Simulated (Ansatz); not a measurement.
An ordered 8-atom cell of NaTlS₂ on the zincblende lattice (I-42d) at its r2SCAN geometry, run in Ansatz at 4 levels of theory. Note: simulated data, non-magnetic, for a generated structure that need not be the stable one.

The PBE+SOC input:
```yaml
crystal:
  lattice:
    - [-3.2515623711, 3.2515623711, 5.2850720624]
    - [3.2515623711, -3.2515623711, 5.2850720624]
    - [3.2515623711, 3.2515623711, -5.2850720624]
  atoms:
    - { symbol: Na, position: [0.0, 0.0, 0.0] }
    - { symbol: S, position: [0.375, 0.4032767519, 0.5282767519] }
    - { symbol: Na, position: [0.75, 0.25, 0.5] }
    - { symbol: S, position: [0.1532767519, 0.625, 0.0282767519] }
    - { symbol: Tl, position: [0.5, 0.5, 0.0] }
    - { symbol: S, position: [0.875, 0.8467232481, 0.4717232481] }
    - { symbol: Tl, position: [0.25, 0.75, 0.5] }
    - { symbol: S, position: [0.5967232481, 0.125, -0.0282767519] }
kpoints:
  mp_grid: { grid: [6, 6, 6] }
  band_path:
    path:
      - [0.0, 0.0, 0.0]
      - [0.0, 0.0, 0.5]
      - [0.25, 0.25, 0.25]
      - [0.0, 0.5, 0.0]
      - [0.5, 0.5, -0.5]
      - [0.344628588, 0.655371412, -0.344628588]
      - [-0.344628588, 0.344628588, 0.344628588]
      - [-0.1892571761, 0.1892571761, 0.5]
      - [0.5, 0.5, -0.1892571761]
    npoints: 1
hamiltonian:
  xc: pbe
scf:
  occupations: { method: fermi_dirac, width: 0.02 }
  n_extra_bands: 12
magnetization:
  noncollinear: true
  spin_orbit: true
output:
  forces: true
  stress: true
  eigenvalues: true
  write_density: true
  write_potential: true
  elf: true
  volumetric_format: npy
```

Main results, then, where recorded, the levels near the gap in eV from the Fermi energy (columns number the bands from 0), one row a point of the path (Γ, X, P, N, M, S, S₀, R, G):
```
Crystal: 8 atoms, lattice volume = 223.509 Å³
Symmetry: 8 space group operations + 8 with time reversal
Magnetic group: BNS 122.334 (UNI 994)
```
```
Basis set: ecut = 420 eV, 4385 PW (Γ)
k-points: 30 of 216 (time reversal used)
SCF 1 converged in 9 iterations: F = -29545.521421 eV  dr2 = 7.85e-9
Free energy (F): -29545.521421 eV
Fermi energy:    3.938022 eV
--- Forces (eV/Å), atoms counted from 1 ---
  atom   1  Na      0.00000      0.00000      0.00000
  atom   2  S     -0.06232      0.00000      0.00000
  atom   3  Na      0.00000      0.00000      0.00000
  atom   4  S       0.00000    -0.06232      0.00000
  atom   5  Tl      0.00000      0.00000      0.00000
  atom   6  S       0.06232      0.00000      0.00000
  atom   7  Tl      0.00000      0.00000      0.00000
  atom   8  S       0.00000      0.06232      0.00000
--- Stress (GPa, compression-positive) ---
        0.956784       0.000000       0.000000
        0.000000       0.956784       0.000000
        0.000000       0.000000       1.015551
  P = ⅓ Tr σ = 0.9764 GPa (9.764 kbar)
```
```tsv
band_60	band_61	band_62	band_63	band_64	band_65	band_66	band_67	band_68	band_69	band_70	band_71	band_72	band_73
-1.744	-1.744	-0.899	-0.899	-0.855	-0.855	-0.579	-0.579	0.578	0.578	2.389	2.389	3.354	3.354
-1.242	-1.242	-1.213	-1.213	-0.992	-0.992	-0.981	-0.981	1.592	1.592	1.616	1.616	4.170	4.170
-1.199	-1.187	-1.187	-1.175	-1.110	-1.106	-1.106	-1.080	1.615	1.615	1.636	1.669	4.046	4.181
-1.331	-1.331	-1.215	-1.215	-1.035	-1.035	-1.011	-1.011	1.647	1.647	2.247	2.247	4.033	4.033
-1.740	-1.740	-1.740	-1.740	-1.178	-1.178	-1.178	-1.178	1.924	1.924	1.924	1.924	3.418	3.418
-1.514	-1.502	-1.247	-1.234	-1.207	-1.158	-1.012	-1.009	1.787	1.789	2.089	2.114	3.493	3.570
-1.514	-1.502	-1.247	-1.234	-1.207	-1.158	-1.012	-1.009	1.787	1.789	2.089	2.114	3.493	3.570
-1.280	-1.280	-1.240	-1.240	-1.086	-1.086	-1.052	-1.052	1.766	1.766	1.788	1.788	4.068	4.068
-1.280	-1.280	-1.240	-1.240	-1.086	-1.086	-1.052	-1.052	1.766	1.766	1.788	1.788	4.068	4.068
```

PBE+SOC gives a direct gap of 1.16 eV at Γ.

r2SCAN. Against the first input these blocks differ (the band path and keys that only write files left aside):
```yaml
hamiltonian:
  xc: r2scan
scf:
  occupations: { method: fixed }
  n_extra_bands: 6
```
(magnetization left out)

```
Basis set: ecut = 500 eV, 5663 PW (Γ)
k-points: 30 of 216 (time reversal used)
SCF 1 converged in 7 iterations: F = -29523.195438 eV  dr2 = 8.35e-9
Free energy (F): -29523.195438 eV
Fermi energy:    3.067852 eV
--- Forces (eV/Å), atoms counted from 1 ---
  atom   1  Na      0.00000      0.00000      0.00000
  atom   2  S       0.00118      0.00000      0.00000
  atom   3  Na      0.00000      0.00000      0.00000
  atom   4  S       0.00000      0.00118      0.00000
  atom   5  Tl      0.00000      0.00000      0.00000
  atom   6  S     -0.00118      0.00000      0.00000
  atom   7  Tl      0.00000      0.00000      0.00000
  atom   8  S       0.00000    -0.00118      0.00000
--- Stress (GPa, compression-positive) ---
       -0.002885       0.000000       0.000000
        0.000000      -0.002885       0.000000
        0.000000       0.000000      -0.007993
  P = ⅓ Tr σ = -0.0046 GPa (-0.046 kbar)
```
```tsv
band_30	band_31	band_32	band_33	band_34	band_35	band_36
-1.209	-0.301	-0.301	0.000	1.460	3.257	4.279
-0.671	-0.671	-0.421	-0.421	2.467	2.467	5.466
-0.630	-0.630	-0.537	-0.537	2.490	2.490	5.370
-0.757	-0.653	-0.465	-0.449	2.512	3.121	5.206
-1.225	-1.225	-0.622	-0.622	2.771	2.771	4.436
-0.941	-0.681	-0.610	-0.449	2.646	2.973	4.574
-0.941	-0.681	-0.610	-0.449	2.646	2.973	4.574
-0.697	-0.697	-0.501	-0.501	2.643	2.643	5.335
-0.697	-0.697	-0.501	-0.501	2.643	2.643	5.335
```

With r2SCAN the gap is 1.46 eV and direct, at Γ. The mean stress is close to zero (0.00 GPa).

Q: In the first input these blocks are replaced (the band path and keys that only write files left aside):
```yaml
kpoints:
  mp_grid: { grid: [4, 4, 4] }
hamiltonian:
  xc: hse06
scf:
  occupations: { method: fixed }
  n_extra_bands: 6
```
(magnetization left out)
What comes out?

A:
```
Basis set: ecut = 420 eV, 4385 PW (Γ)
k-points: 13 of 64 (time reversal used)
SCF 1 stopped early in 3 iterations: F = -29473.826225 eV  dr2 = 3.67e-5
Exchange kernel: α = 0.2500, screened, ω = 0.2079 Å⁻¹, Wigner–Seitz truncation, v(0) = 1046.8893 eV·Å³, q-mesh 4×4×4
SCF 2 stopped early in 6 iterations: F = -29483.558443 eV  dr2 = 2.05e-6
hybrid outer 1: dexx = +2.316e-2 eV, tail = 2.51e-5 eV
SCF 3 converged in 4 iterations: F = -29483.557935 eV  dr2 = 2.42e-9
hybrid outer 2: dexx = +3.450e-7 eV, tail = 9.67e-9 eV, Δε = 3.02e-3 eV, ΔF = 2.28e-3 eV/Å
Free energy (F): -29483.557935 eV
Fermi energy:    2.705498 eV
--- Forces (eV/Å), atoms counted from 1 ---
  atom   1  Na      0.00000      0.00000      0.00000
  atom   2  S       0.16730      0.00000      0.00000
  atom   3  Na      0.00000      0.00000      0.00000
  atom   4  S       0.00000      0.16730      0.00000
  atom   5  Tl      0.00000      0.00000      0.00000
  atom   6  S     -0.16730      0.00000      0.00000
  atom   7  Tl      0.00000      0.00000      0.00000
  atom   8  S       0.00000    -0.16730      0.00000
--- Stress (GPa, compression-positive) ---
       -0.496315       0.000000       0.000000
        0.000000      -0.496315       0.000000
        0.000000       0.000000      -0.072923
  P = ⅓ Tr σ = -0.3552 GPa (-3.552 kbar)
```
```tsv
band_30	band_31	band_32	band_33	band_34	band_35	band_36
-1.323	-0.303	-0.303	0.000	2.012	4.000	4.870
-0.759	-0.759	-0.480	-0.480	3.134	3.134	6.000
-0.732	-0.732	-0.593	-0.593	3.158	3.158	5.890
-0.821	-0.761	-0.542	-0.451	3.189	3.857	5.742
-1.255	-1.255	-0.725	-0.725	3.480	3.480	4.991
-1.004	-0.757	-0.647	-0.532	3.338	3.696	5.129
-1.004	-0.757	-0.647	-0.532	3.338	3.696	5.129
-0.765	-0.765	-0.568	-0.568	3.326	3.326	5.908
-0.765	-0.765	-0.568	-0.568	3.326	3.326	5.908
```
With HSE06 the gap is 2.01 eV and direct, at Γ. The mean stress, -0.4 GPa, is small, and the program warns that its thresholds are loose for a hybrid's stress.

Q: In the first input these blocks are replaced (the band path and keys that only write files left aside):
```yaml
kpoints:
  mp_grid: { grid: [4, 4, 4] }
hamiltonian:
  xc: pbe0
scf:
  occupations: { method: fixed }
  n_extra_bands: 6
```
(magnetization left out)
What comes out?

A:
```
Basis set: ecut = 420 eV, 4385 PW (Γ)
k-points: 13 of 64 (time reversal used)
SCF 1 stopped early in 3 iterations: F = -29473.826900 eV  dr2 = 3.68e-5
Exchange kernel: α = 0.2500, full range, Wigner–Seitz truncation, v(0) = 20421.5372 eV·Å³, q-mesh 4×4×4
SCF 2 stopped early in 6 iterations: F = -29478.655409 eV  dr2 = 8.34e-6
hybrid outer 1: dexx = +3.728e-2 eV, tail = 4.40e-5 eV
SCF 3 converged in 5 iterations: F = -29478.654954 eV  dr2 = 2.00e-9
hybrid outer 2: dexx = +1.286e-6 eV, tail = 1.15e-8 eV, Δε = 3.23e-3 eV, ΔF = 3.52e-3 eV/Å
Free energy (F): -29478.654954 eV
Fermi energy:    2.345220 eV
--- Forces (eV/Å), atoms counted from 1 ---
  atom   1  Na      0.00000      0.00000      0.00000
  atom   2  S       0.18326      0.00000      0.00000
  atom   3  Na      0.00000      0.00000      0.00000
  atom   4  S       0.00000      0.18326      0.00000
  atom   5  Tl      0.00000      0.00000      0.00000
  atom   6  S     -0.18326      0.00000      0.00000
  atom   7  Tl      0.00000      0.00000      0.00000
  atom   8  S       0.00000    -0.18326      0.00000
--- Stress (GPa, compression-positive) ---
       -0.615520       0.000000       0.000000
        0.000000      -0.615520       0.000000
        0.000000       0.000000      -0.186033
  P = ⅓ Tr σ = -0.4724 GPa (-4.724 kbar)
```
```tsv
band_30	band_31	band_32	band_33	band_34	band_35	band_36
-1.364	-0.307	-0.307	0.000	2.665	4.723	5.560
-0.788	-0.788	-0.500	-0.500	3.833	3.833	6.707
-0.763	-0.763	-0.617	-0.617	3.858	3.858	6.593
-0.846	-0.791	-0.569	-0.463	3.894	4.578	6.444
-1.284	-1.284	-0.756	-0.756	4.192	4.192	5.679
-1.034	-0.784	-0.666	-0.557	4.046	4.414	5.819
-1.034	-0.784	-0.666	-0.557	4.046	4.414	5.819
-0.792	-0.792	-0.590	-0.590	4.032	4.032	6.608
-0.792	-0.792	-0.590	-0.590	4.032	4.032	6.608
```
The PBE0 gap is direct at Γ: 2.66 eV. The mean pressure at these positions is -0.5 GPa, compression counted positive. The stress of a hybrid is loosely converged here.

The hybrids run on coarser meshes, which limits their stresses and small splittings of levels.

Totals of different functionals, or with and without spin-orbit coupling, can't be compared.

Only the levels marked +SOC include spin-orbit coupling.
